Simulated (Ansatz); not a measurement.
ZnSnN$_{2}$:
```yaml
crystal:
  lattice:
    - [1.58376, 0.91439, 5.15018]
    - [-1.58376, 0.91439, 5.15018]
    - [0.00000, -1.82877, 5.15018]
  atoms:
    - { symbol: Zn, position: [0.00000, 0.00000, 0.00000] }
    - { symbol: Sn, position: [0.50000, 0.50000, 0.50000] }
    - { symbol: N, position: [0.75356, 0.75356, 0.75356] }
    - { symbol: N, position: [0.24644, 0.24644, 0.24644] }
```

Relaxed with r²SCAN.

Q: Give the Bader charges and basin volumes of the independent atoms, r²SCAN in the plane-wave PAW code Ansatz.

A: 

| atom | Bader charge (e) | Bader volume (Å³) |
|---|---|---|
| Zn1 | +1.21 | 9.4 |
| Sn2 | +2.14 | 10.7 |
| N3 | -1.68 | 12.3 |

Space group R-3m. The start of the workflow was typed in or built on a structure type; neither database checked (COD, Materials Project) lists it. Its standing as an ambient phase is unchecked. Symmetry was held in the r²SCAN relaxation; its stability against distortions is not shown here. Its formation energy is positive at this level, so the cell may be metastable or incomplete. Scalar-relativistic: spin–orbit coupling is off unless named, which matters more the heavier the elements.

Potentials: the earlier of the program's two PAW sets.
